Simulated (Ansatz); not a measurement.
Input and command of a plane-wave DFT calculation in Ansatz:

```yaml
crystal:
  lattice:
    - [5.044219231, 0.0, 0.0]
    - [0.0, 6.1841935289, 0.0]
    - [0.0, 0.0, 3.7793588334]
  atoms:
    - { symbol: P, position: [0.1678076052, 0.3964229112, 0.0] }
    - { symbol: P, position: [0.8321923948, 0.6035770888, 0.0] }
    - { symbol: P, position: [0.6678076052, 0.1035770888, 0.5] }
    - { symbol: P, position: [0.3321923948, 0.8964229112, 0.5] }
    - { symbol: As, position: [0.0, 0.0, 0.0] }
    - { symbol: As, position: [0.5, 0.5, 0.5] }
basis:
  ecutwfc: 420
kpoints:
  mp_grid: { grid: [8, 6, 10] }
hamiltonian:
  xc: pbe
scf:
  occupations: { method: gaussian, width: 0.1 }
output:
  forces: true
  stress: true
  eigenvalues: true
  write_density: true
  write_potential: true
  elf: true
  volumetric_format: npy
relax:
  adjacent_minimum: "off"
  f_tol: 0.01
  max_steps: 80
  cell: { stress_tol: 0.05 }
```

```bash
ansatz run input.yaml --threads 1 --pin off --max-ram 2560MiB --backend cpu --events-out ev --progress --plain --runs-dir out
```

Processor: Intel(R) Xeon(R) Platinum 8488C (Sapphire Rapids), 1 thread, on a host shared with other jobs.

Question: How long does it run, and how much memory does it take?

Answer: About 110 s on 1 thread of Intel(R) Xeon(R) Platinum 8488C (Sapphire Rapids), on a shared host, peak memory 0.64 GiB. It solves 31 bands at 120 k points (the mesh reduced by the symmetry that the task leaves, which can be less than the crystal's) with about 2329 plane waves (on the last cell), in 23 SCF iterations over 4 ionic steps.
